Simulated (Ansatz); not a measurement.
Space group Pm-3n (No. 223). a = 5.239 Å, b = 5.239 Å, c = 5.239 Å, α = 90.00°, β = 90.00°, γ = 90.00°
```csv
atom,site,symmetry,x,y,z
Ta,6c,-4m.2,0.2500,0.0000,0.5000
Sb,2a,m-3.,0.0000,0.0000,0.0000
```

Equation of state of this Ta₃Sb structure (not necessarily the ground state), with shape and atoms relaxed at each volume where symmetry leaves them free. It has no gap at any of these volumes. Method: DFT PBEsol, scalar-relativistic, plane waves, PAW in Ansatz.

Settings: cutoff 420 eV, Γ-centred mesh 8×8×8 on the computed 8-atom cell, Gaussian smearing of 0.10 eV; no spin polarisation.

| V (Å³/atom) | E − E(largest V) (meV/atom) | P (GPa) |
| --- | --- | --- |
| 16.898 | 8.53 | 14.26 |
| 17.437 | -26.14 | 6.56 |
| 17.976 | -36.87 | 0.00 |
| 18.516 | -27.15 | -5.61 |
| 19.055 | 0.00 | -10.38 |

Task: Fit a third-order Birch–Murnaghan equation to E(V).

Result: V0 = 17.98 Å³/atom, B0 = 202 GPa, B0' = 4.3.

Spin-orbit coupling is left out, which matters for the bands of heavy elements.